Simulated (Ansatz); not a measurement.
ScAl$_{3}$ (Cu3Au type, Pm-3m) at seven volumes, PBE (plane waves, PAW; program Ansatz), scaled uniformly. One row is withheld.

```csv
V (Å³/atom),P (GPa)
15.739,9.91
16.257,6.08
16.776,2.81
17.295,0.00
17.814,?
18.333,-4.44
18.852,-6.18
```

Question: Fit the shown pressures and predict the withheld one.

Answer: Third-order Birch–Murnaghan: P = (3/2)B₀(x^(7/2) − x^(5/2))[1 + (3/4)(B′ − 4)(x − 1)] with x = (V₀/V)^(2/3). Least squares on the six rows gives V₀ = 17.296 Å³/atom, B₀ = 86.08 GPa, B′ = 4.22. At V = 17.814, x = 0.9805 and P = -2.39 GPa. The run itself gave -2.40 GPa.

Symmetry was held in the PBE relaxation. No spin polarisation was allowed.

Potentials: the earlier of the program's two PAW sets.
